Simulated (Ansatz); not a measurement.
The relaxed structure here is a generated cell of TePb: the first start was made by placing the elements on the sites of a structure type, and the end was not matched to a known phase here, so it may be hypothetical. Known forms of TePb include space group No. 225.

One stationary structure of TePb. The numbers are results of PBE (plane waves to 420 eV, PAW, scalar-relativistic; Ansatz, a program for electronic structure), not measurements.

```xyz
8
Lattice="-2.3318 2.3318 13.2723 2.3318 -2.3318 13.2723 2.3318 2.3318 -13.2723" Properties=species:S:1:pos:R:3 pbc="T T T"
Te     0.0000     0.0000     8.2331
Te     2.3318     0.0000    11.6753
Te     0.0000     0.0000    18.3114
Te     2.3318     0.0000     1.5970
Pb     0.0000     0.0000     5.1936
Pb     0.0000     2.3318     1.4426
Pb     0.0000     0.0000    21.3510
Pb     0.0000     2.3318    11.8297
```

### Question
Find the space group and the Wyckoff positions (tolerance 0.01 Å).

### Answer
Space group I4₁/amd, origin choice 1 (No. 141); a = 4.6636 Å, b = 4.6636 Å, c = 26.5445 Å, α = 90.00°, β = 90.00°, γ = 90.00°

```json
[
 {"atom": "Te", "site": "8e", "symmetry": "2mm.", "x": "0.0000", "y": "0.0000", "z": "0.3102"},
 {"atom": "Pb", "site": "8e", "symmetry": "2mm.", "x": "0.0000", "y": "0.0000", "z": "0.1957"}
]
```

### Question
Give the shortest distances between elements (the closest pairs, up to four, under 3.6 Å).

### Answer
Pb–Te 3.04 Å.

```yaml
volume_per_atom: 36.08 Å³
density: 7.70 g/cm³
band_gap: 0.85 eV, direct within 0.03 eV (at 20 % of the way from S0 to Γ) (no spin-orbit coupling)
smallest_direct_gap: 0.87 eV at 20 % of the way from S0 to Γ
```

No spin polarisation in the result. Without spin-orbit coupling the bands of the heavy element are not split, so the gap can be far off.

The run could not lose the symmetry of its start, so the end can be a saddle point.
